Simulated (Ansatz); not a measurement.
Geometry optimisation in Ansatz: input, command and trajectory.

```yaml
crystal:
  lattice:
    - [5.2141863012, 0.0, 0.0]
    - [-2.6070931506, 4.5156177969, 0.0]
    - [0.0, 0.0, 6.2924765046]
  atoms:
    - { symbol: Ga, position: [0.5, 0.0, 0.5] }
    - { symbol: Ga, position: [0.0, 0.5, 0.5] }
    - { symbol: Ga, position: [0.5, 0.5, 0.5] }
    - { symbol: I, position: [0.6666666667, 0.3333333333, 0.2080834653] }
    - { symbol: I, position: [0.6666666667, 0.3333333333, 0.7919165347] }
basis:
  ecutwfc: 420
kpoints:
  mp_grid: { grid: [6, 6, 4] }
hamiltonian:
  xc: pbe
scf:
  occupations: { method: gaussian, width: 0.1 }
  lower_state_search: "off"
output:
  forces: true
  stress: true
  eigenvalues: true
relax:
  adjacent_minimum: "off"
  f_tol: 0.04
  max_steps: 70
  cell: { stress_tol: 0.4 }
```

```bash
ansatz run input.yaml --threads 1 --pin off --max-ram 2560MiB --backend cpu --events-out ev --progress --plain --runs-dir out
```

Theory: Ansatz, DFT PBE, scalar-relativistic, plane waves, PAW.

Of 13 frames 10 are shown, positions in Å and forces in eV/Å; the SCF threshold varies from step to step. Steps run on the plane waves of an earlier cell, with a Pulay correction in the pressure. The basis is chosen afresh for the last frame, the zero of the energies, and at times for earlier ones too; energy and pressure step there, also at an unchanged geometry. Here that happened at step 9 (-76 meV/atom, 2.5 GPa); the frames before carry an error of that size.

```xyz
5
Lattice="5.2142 0.0000 0.0000 -2.6071 4.5156 0.0000 0.0000 0.0000 6.2925" Properties=species:S:1:pos:R:3:forces:R:3 pbc="T T T" step=1 free_energy_over_end_meV_per_atom=1653.50 pressure_GPa=30.38
Ga    2.6071    0.0000    3.1462    0.0000   -6.2442    0.0000
Ga   -1.3035    2.2578    3.1462    5.4076    3.1221    0.0000
Ga    1.3035    2.2578    3.1462   -5.4076    3.1221    0.0000
I     2.6071    1.5052    1.3094    0.0000    0.0000   -4.4398
I     2.6071    1.5052    4.9831    0.0000    0.0000    4.4398
5
Lattice="5.2778 0.0000 0.0000 -2.6389 4.5707 0.0000 0.0000 0.0000 6.5989" Properties=species:S:1:pos:R:3:forces:R:3 pbc="T T T" step=2 free_energy_over_end_meV_per_atom=932.77 pressure_GPa=18.98
Ga    2.6389   -0.0865    3.2994    0.0000   -2.0041    0.0000
Ga   -1.2446    2.3286    3.2994    1.7356    1.0021    0.0000
Ga    1.2446    2.3286    3.2994   -1.7356    1.0021    0.0000
I     2.6389    1.5236    1.3389    0.0000    0.0000   -1.1761
I     2.6389    1.5236    5.2600    0.0000    0.0000    1.1761
5
Lattice="5.4253 0.0000 0.0000 -2.7127 4.6985 0.0000 0.0000 0.0000 7.2162" Properties=species:S:1:pos:R:3:forces:R:3 pbc="T T T" step=4 free_energy_over_end_meV_per_atom=363.62 pressure_GPa=7.93
Ga    2.7127   -0.1210    3.6081    0.0000    0.1934    0.0000
Ga   -1.2516    2.4097    3.6081   -0.1675   -0.0967    0.0000
Ga    1.2516    2.4097    3.6081    0.1675   -0.0967    0.0000
I     2.7127    1.5662    1.4452    0.0000    0.0000   -0.5643
I     2.7127    1.5662    5.7710    0.0000    0.0000    0.5643
5
Lattice="5.4772 0.0000 0.0000 -2.7386 4.7434 0.0000 0.0000 0.0000 7.5261" Properties=species:S:1:pos:R:3:forces:R:3 pbc="T T T" step=5 free_energy_over_end_meV_per_atom=226.11 pressure_GPa=4.38
Ga    2.7386   -0.1005    3.7631    0.0000    0.2598    0.0000
Ga   -1.2823    2.4219    3.7631   -0.2250   -0.1299    0.0000
Ga    1.2823    2.4219    3.7631    0.2250   -0.1299    0.0000
I     2.7386    1.5811    1.4753    0.0000    0.0000   -0.1052
I     2.7386    1.5811    6.0508    0.0000    0.0000    0.1052
5
Lattice="5.5267 0.0000 0.0000 -2.7633 4.7862 0.0000 0.0000 0.0000 7.8355" Properties=species:S:1:pos:R:3:forces:R:3 pbc="T T T" step=6 free_energy_over_end_meV_per_atom=157.56 pressure_GPa=1.34
Ga    2.7633   -0.0720    3.9178    0.0000    0.1572    0.0000
Ga   -1.3194    2.4291    3.9178   -0.1362   -0.0786    0.0000
Ga    1.3194    2.4291    3.9178    0.1362   -0.0786    0.0000
I     2.7633    1.5954    1.5135    0.0000    0.0000    0.0646
I     2.7633    1.5954    6.3220    0.0000    0.0000   -0.0646
5
Lattice="5.4782 0.0000 0.0000 -2.7391 4.7442 0.0000 0.0000 0.0000 8.0558" Properties=species:S:1:pos:R:3:forces:R:3 pbc="T T T" step=8 free_energy_over_end_meV_per_atom=144.30 pressure_GPa=-0.27
Ga    2.7391   -0.0410    4.0279    0.0000    0.0290    0.0000
Ga   -1.3340    2.3926    4.0279   -0.0252   -0.0145    0.0000
Ga    1.3340    2.3926    4.0279    0.0252   -0.0145    0.0000
I     2.7391    1.5814    1.5421    0.0000    0.0000    0.0258
I     2.7391    1.5814    6.5136    0.0000    0.0000   -0.0258
5
Lattice="5.4782 0.0000 0.0000 -2.7391 4.7442 0.0000 0.0000 0.0000 8.0558" Properties=species:S:1:pos:R:3:forces:R:3 pbc="T T T" step=9 free_energy_over_end_meV_per_atom=68.56 pressure_GPa=2.28
Ga    2.7391   -0.0410    4.0279    0.0000    0.0348    0.0000
Ga   -1.3340    2.3926    4.0279   -0.0301   -0.0174    0.0000
Ga    1.3340    2.3926    4.0279    0.0301   -0.0174    0.0000
I     2.7391    1.5814    1.5421    0.0000    0.0000    0.0355
I     2.7391    1.5814    6.5136    0.0000    0.0000   -0.0355
5
Lattice="5.4001 0.0000 0.0000 -2.7000 4.6766 0.0000 0.0000 0.0000 8.3578" Properties=species:S:1:pos:R:3:forces:R:3 pbc="T T T" step=10 free_energy_over_end_meV_per_atom=26.51 pressure_GPa=1.39
Ga    2.7000   -0.0125    4.1789    0.0000   -0.0485    0.0000
Ga   -1.3392    2.3446    4.1789    0.0420    0.0242    0.0000
Ga    1.3392    2.3446    4.1789   -0.0420    0.0242    0.0000
I     2.7000    1.5589    1.5893    0.0000    0.0000    0.0510
I     2.7000    1.5589    6.7684    0.0000    0.0000   -0.0510
5
Lattice="5.4097 0.0000 0.0000 -2.7049 4.6850 0.0000 0.0000 0.0000 8.9870" Properties=species:S:1:pos:R:3:forces:R:3 pbc="T T T" step=12 free_energy_over_end_meV_per_atom=0.95 pressure_GPa=0.00
Ga    2.7049   -0.0060    4.4935    0.0000    0.0123    0.0000
Ga   -1.3473    2.3455    4.4935   -0.0107   -0.0062    0.0000
Ga    1.3473    2.3455    4.4935    0.0107   -0.0062    0.0000
I     2.7049    1.5617    1.8161    0.0000    0.0000   -0.0269
I     2.7049    1.5617    7.1709    0.0000    0.0000    0.0269
5
Lattice="5.4097 0.0000 0.0000 -2.7049 4.6850 0.0000 0.0000 0.0000 8.9870" Properties=species:S:1:pos:R:3:forces:R:3 pbc="T T T" step=13 free_energy_over_end_meV_per_atom=0.00 pressure_GPa=0.03
Ga    2.7049   -0.0060    4.4935    0.0000    0.0127    0.0000
Ga   -1.3473    2.3455    4.4935   -0.0110   -0.0064    0.0000
Ga    1.3473    2.3455    4.4935    0.0110   -0.0064    0.0000
I     2.7049    1.5617    1.8161    0.0000    0.0000   -0.0267
I     2.7049    1.5617    7.1709    0.0000    0.0000    0.0267
```

The start is a random arrangement. The cell swells from 29.6 to 45.6 Å³ an atom, so the end can be far from any stable crystal. At the end the space group is P-6m2 (tolerance 0.05 Å).

It took 110 s on 1 thread of Intel(R) Xeon(R) 6975P-C (Granite Rapids) (shared host), peak memory 0.54 GiB.

The k mesh is coarse. Spin polarisation was left out, and a magnetic state may lie lower.